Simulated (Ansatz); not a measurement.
Cu:
```xyz
1
Lattice="0.0000 1.7592 1.7592 1.7592 0.0000 1.7592 1.7592 1.7592 0.0000" Properties=species:S:1:pos:R:3 pbc="T T T"
Cu     0.0000     0.0000     0.0000
```

Relaxed with LDA. Special points in fractions of this cell's reciprocal vectors: Γ (0.000, 0.000, 0.000); X (0.500, 0.000, 0.500); U (0.625, 0.250, 0.625); K (0.375, 0.375, 0.750); L (0.500, 0.500, 0.500); W (0.500, 0.250, 0.750).

Q: List the band energies nearest the Fermi level at these points for DFT-LDA in the program Ansatz with PAW potentials.

A: In eV from the Fermi level; about four levels below and three above (degenerate sets whole), none deeper than 8.9 eV; … stands for higher levels left out; points with the same levels are listed once.

```csv
k,below,above
Γ,-3.29 -3.29 -3.29 -2.32 -2.32,…
X,-4.89 -1.69 -1.51 -1.51,1.39 …
U,-4.48 -3.00 -2.17 -1.74,4.52 …
L,-3.32 -3.32 -1.67 -1.67 -1.25,…
W,-3.88 -3.88 -2.38 -1.51,…
```

Space group Fm-3m (fcc (Cu type)). Symmetry was held in the LDA relaxation. The run is not spin-polarised.

Potentials: the later of the program's two PAW sets.
